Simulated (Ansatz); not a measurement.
According to the program Ansatz at the r²SCAN level (PAW), TiSi₂ in the orthorhombic phase (Cmcm; Ti on 4c, Si on 4c, Si on 4c) relaxes to a = 3.527 Å, b = 13.522 Å, c = 3.566 Å. Against the elements it lies at -0.54 eV/atom, with no fitted shifts.

Electronic character: metallic (no gap).

An equation-of-state fit gives a bulk modulus of 130 GPa. Bader charges are Ti +1.25, Si -0.78 to -0.48 e.

The cell was relaxed with r²SCAN under the symmetry of its start. No spin polarisation was allowed. The references are the lowest solids computed at this level, not always the standard phases.

Potentials: the earlier of the program's two PAW sets.
